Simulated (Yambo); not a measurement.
Yambo run on CsNbP2O8 (space group C2/m, No. 12). The wavefunctions come from this Quantum ESPRESSO step (PBEsol, PseudoDojo standard norm-conserving files, scalar-relativistic):

```
&CONTROL
  calculation = 'nscf'
  pseudo_dir = './pseudo'
  outdir = './out'
/
&SYSTEM
  ibrav = 0
  nat = 12
  ntyp = 4
  ecutwfc = 84.0
  ecutrho = 336.0
  occupations = 'fixed'
  force_symmorphic = .true.
  nbnd = 296
/
&ELECTRONS
  conv_thr = 1.2000000000000002e-08
  diago_full_acc = .true.
  diago_thr_init = 1e-08
/
ATOMIC_SPECIES
O 15.9990 O.upf
P 30.9738 P.upf
Nb 92.9064 Nb.upf
Cs 132.9055 Cs.upf
CELL_PARAMETERS angstrom
  4.370655000000  -2.630675000000   0.000000000000
  4.370655000000   2.630675000000   0.000000000000
 -0.521446000000   0.000000000000   8.758081000000
ATOMIC_POSITIONS crystal
O   0.313520000000   0.782920000000   0.348220000000
O   0.686480000000   0.217080000000   0.651780000000
O   0.217080000000   0.686480000000   0.651780000000
O   0.782920000000   0.313520000000   0.348220000000
O   0.786770000000   0.786770000000   0.418150000000
O   0.213230000000   0.213230000000   0.581850000000
O   0.679810000000   0.679810000000   0.143290000000
O   0.320190000000   0.320190000000   0.856710000000
P   0.356600000000   0.356600000000   0.695250000000
P   0.643400000000   0.643400000000   0.304750000000
Nb   0.000000000000   0.000000000000   0.500000000000
Cs   0.000000000000   0.000000000000   0.000000000000
K_POINTS automatic
2 2 1 0 0 0
```

Yambo input:

```
rim_cut
gw0
dyson
el_el_corr
HF_and_locXC
ppa
em1d
RandQpts= 1000000
RandGvec= 1 Ry
EXXRLvcs= 84 Ry
VXCRLvcs= 336 Ry
Chimod= "HARTREE"
% BndsRnXp
 2 | 295 |
%
NGsBlkXp= 7 Ry
% LongDrXp
 1.0 | 1.0 | 1.0 |
%
PPAPntXp= 27.2114 eV
% GbndRnge
 1 | 295 |
%
GTermKind= "BG"
DysSolver= "n"
ExtendOut
% QPkrange
 1 | 1 | 40 | 41 |
 2 | 2 | 40 | 41 |
 3 | 3 | 40 | 41 |
%
```

k points by index: 1 = Γ, 2 = (0, -0.5, 0), 3 = (-0.5, -0.5, 0).

Table of the .qp output:

```
#    K-point    Band    Eo [eV]    E [eV]    E-Eo [eV]    Vxc [eV]    Vnlxc [eV]    Sc|Eo [eV]    Sc|E [eV]    dSc/dw|Eo [eV]    Re(Z)    Im(Z)
#
    1    40    -0.137482    -1.061822    -0.924340    -19.63686    -25.10642    4.294759    4.545223    -7.372208    0.786827    -0.001371
    1    41    2.654597    4.053882    1.399285    -16.80107    -10.79368    -4.282826    -4.608106    -6.325038    0.811396    -0.001247
    2    40    -0.146061    -1.225673    -1.079612    -19.21344    -24.76881    4.187214    4.475757    -7.271639    0.789122    -0.001407
    2    41    2.966003    4.418767    1.452764    -17.23375    -11.19414    -4.243055    -4.586851    -6.438985    0.808648    -0.001303
    3    40    0.000000    -0.957978    -0.957978    -19.77006    -25.30840    4.320776    4.580367    -7.372591    0.786818    -0.001373
    3    41    2.748360    4.159919    1.411559    -16.97351    -10.94203    -4.289265    -4.619924    -6.373718    0.810220    -0.001254
```
(The two width columns are left out.) Convergence of these settings isn't established.

Spin-orbit coupling is not included.

Geometry of the Materials Project entry, not relaxed at this level.
